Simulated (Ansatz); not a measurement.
# YHg2: zone-centre modes under pressure

YHg2, P6/mmm, a = 4.790 Å, c = 3.357 Å. The structure is a COD entry; whether it is the stable form wasn't checked. Ansatz: LDA, PAW, 420 eV, Γ-centred 12×12×12 mesh on 3 atoms, Fermi-Dirac smearing 0.15 eV; no spin polarisation. Cell and atoms are relaxed at each pressure with the symmetry kept; optical modes at Γ by linear response, in cm⁻¹, matched by rank (the highest 3 distinct ones).

```
P (GPa) V (Å³/atom)     ω1     ω2     ω3
      0       22.240  101.0  121.0  141.5
      3       21.462      ?      ?      ?
     10       20.089  122.9  154.8  162.4
```

Question: Get each mode's Grüneisen parameter γ = −d ln ω/d ln V from the other rows and predict the missing frequencies.

Answer: ln(V/V0) = 0.0000, -0.0356, -0.1017; a line through ln(ω/ω0) of the 2 known rows gives ω1: γ = 1.930, predicted 108.2, computed 109.0; ω2: γ = 2.422, predicted 131.9, computed 132.7; ω3: γ = 1.355, predicted 148.5, computed 148.6. The worst miss is 0.7 %, or 10 % of the shift under pressure, so a constant γ serves at that level. In a metal these frequencies hang on the mesh and smearing.

Spin–orbit coupling is left out, which can shift energies with elements as heavy as these.